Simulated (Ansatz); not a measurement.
## What a change of settings does to a run on TiSb

The cell was built from the NiAs type and relaxed in the same program, and has space group P6_3/mmc; it needn't be a known or the stable phase.

First run: DFT, PBEsol, PAW with Ansatz's default frozen-core files, scalar-relativistic (Ansatz 0.2.0).

Command: `ansatz run input.yaml --threads 1 --pin off --max-ram 3072MiB --backend cpu --events-out ev --progress --plain --runs-dir out` The run took 43 s on 1 thread of Intel(R) Xeon(R) Platinum 8488C (Sapphire Rapids) (shared host), peak memory 0.56 GiB.

```yaml
crystal:
  lattice:
    - [3.9897275233, 0.0, 0.0]
    - [-1.9948637617, 3.4552053894, 0.0]
    - [0.0, 0.0, 6.1837208126]
  atoms:
    - { symbol: Ti, position: [0.0, 0.0, 0.0] }
    - { symbol: Ti, position: [0.0, 0.0, 0.5] }
    - { symbol: Sb, position: [0.3333333333, 0.6666666667, 0.25] }
    - { symbol: Sb, position: [0.6666666667, 0.3333333333, 0.75] }
kpoints:
  mp_grid: { grid: [12, 12, 7] }
  band_path:
    path:
      - [0.0, 0.0, 0.0]
      - [0.5, 0.0, 0.0]
      - [0.3333333333, 0.3333333333, 0.0]
      - [0.0, 0.0, 0.0]
      - [0.0, 0.0, 0.5]
      - [0.5, 0.0, 0.5]
      - [0.3333333333, 0.3333333333, 0.5]
      - [0.0, 0.0, 0.5]
      - [0.5, 0.0, 0.5]
    npoints: 14
scf:
  occupations: { method: fermi_dirac, width: 0.05 }
hamiltonian:
  xc: pbesol
  pseudopotentials: { kind: paw }
output:
  forces: true
  stress: true
  eigenvalues: true
  efg: { contact_densities: true }
  populations: true
  bader: true
  dos: { projected: true, de: 0.2, e_range: [-14, 8] }
  write_density: true
  write_potential: true
  elf: true
  volumetric_format: npy
```

Result: converged; pressure 0.01 GPa; no gap on the k mesh; 7 SCF iterations.

No spin–orbit coupling, which matters for the heavy atoms here.

The input is then changed:

```diff
@@ -28,4 +28,5 @@
   xc: pbesol
   pseudopotentials: { kind: paw }
+  hubbard: { sites: [{ species: Ti, l: d, u_eff: 2.0 }], double_counting: fll }
 output:
   forces: true
@@ -34,9 +35,3 @@
   efg: { contact_densities: true }
   populations: true
-  bader: true
-  dos: { projected: true, de: 0.2, e_range: [-14, 8] }
-  write_density: true
-  write_potential: true
-  elf: true
-  volumetric_format: npy
```

Predict the outcome of the changed run.

It converged; pressure 1.68 GPa; no gap on the k mesh; 9 SCF iterations.
